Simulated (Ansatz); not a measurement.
Te:
```
CELL_PARAMETERS angstrom
      0.00000     3.59106     3.59106
      3.59106     0.00000     3.59106
      3.59106     3.59106     0.00000
ATOMIC_POSITIONS crystal
  Te 0.00000 0.00000 0.00000
  Te 0.25000 0.25000 0.25000
```

Relaxed with PBE. Special points in fractions of this cell's reciprocal vectors: Γ (0.000, 0.000, 0.000); X (0.500, 0.000, 0.500); U (0.625, 0.250, 0.625); K (0.375, 0.375, 0.750); L (0.500, 0.500, 0.500); W (0.500, 0.250, 0.750).

Task: List the band energies nearest the Fermi level at these points for PBE (plane waves, PAW; program Ansatz).

Result: In eV from the Fermi level; about four levels below and three above (degenerate sets whole), none deeper than 8.9 eV; points with the same levels are listed once.

| k | below | above |
|---|---|---|
| Γ | -2.96 -2.96 -2.96 -0.67 -0.67 -0.67 | 3.71 6.03 6.03 |
| X | -4.16 -4.16 -1.59 -1.59 | 1.89 1.89 5.14 5.14 |
| U | -4.47 -3.99 -1.77 -0.57 | 1.36 1.45 4.38 |
| L | -3.54 -3.54 -3.42 | 0.25 0.25 1.50 |
| W | -4.33 -4.33 -0.99 -0.99 | 1.28 1.28 4.94 4.94 |

Space group Fd-3m (diamond). The start of the workflow was typed in or built on a structure type; neither database checked (COD, Materials Project) lists it. It is not the phase usual at ambient conditions (space group No. 152). Symmetry was held in the PBE relaxation; its stability against distortions is not shown here. The volume moved by 16 % from the start of the relaxation. Spin–orbit coupling is left out wherever it is not named.

Potentials: the later of the program's two PAW sets.
